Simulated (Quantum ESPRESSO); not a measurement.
# Different elements on one site among Mg Mo Pt Ta Ti

These are calculations, not measurements. They come from Quantum ESPRESSO 7.5, a public plane-wave density functional program. Each row is one single-point run on a made-up periodic cell of eight metal atoms, with elements, volume, strain and displacements drawn at random and not relaxed, so a cell may be unstable or far from any real phase. There is no spin polarisation or spin-orbit coupling.

Settings: PBE unless stated; PseudoDojo standard norm-conserving files; Fermi-Dirac width 0.25 eV, which means electrons at about 2900 K; cutoff 1143 eV; 5 x 5 x 4 k mesh shifted half a step off Gamma. E is the free energy of the whole cell (internal energy minus TS), so a -TS column is already part of it. Stress is positive in tension, and the pressure P is minus a third of its trace.

Checks: one run of this series was repeated at a higher cutoff and on a denser mesh, which moved values by no more than 0.003 eV, 0.02 GPa and 0.004 eV/Å, and a second program with other atomic files agreed on it to 2 % rms in force and 0.5 GPa in pressure. Known limits: heavy elements are run without spin-orbit coupling, which real alloys of them have; a spin test at this wide smearing found no moment, but such smearing suppresses magnetism that the real alloy may have.

The lattice is face-centred cubic, and the cell vectors in Å are (2.099, 4.221, 2.131); (2.188, -4.267, 2.134); (4.253, -0.043, -4.231), a volume of 153.94 Å³. The elements on sites 1 to 8 are Ta Mo Pt Mg Pt Ta Ti X. The runs change X and keep the cell and the displaced positions. The column v is a rough volume for each atom of the pure element, close to PBE values, from general knowledge and not from these runs. Energies are left out, as each element's file has its own zero.

| run | X | v (Å³) | -TS (eV) | force on X (eV/Å) | rms force (eV/Å) | P (GPa) |
|---|---|---|---|---|---|---|
| 1 | In | 27.5 | -1.716 | 0.135 | 0.283 | -12.93 |
| 2 | Ir | 14.5 | -1.939 | 0.910 | 0.503 | -20.92 |
| 3 | W | 16.1 | ? | ? | ? | ? |
| 4 | Pt | 15.6 | -1.897 | 0.814 | 0.477 | -19.24 |
| 5 | Mg | 22.9 | -1.773 | 0.364 | 0.260 | -14.21 |

## Worked fit

A straight line through the runs shown gives P = -29.2 + 0.612 v GPa with v in Å³, an error of 0.088 on the slope and a scatter of 0.94 GPa. At this fixed volume the pressure tends to rise with the size of X.

## Withheld run

Question: what pressure should run 3, with W, give?

The fit gives -19.35 ± 1.11 GPa. The calculation gave -19.42 GPa.
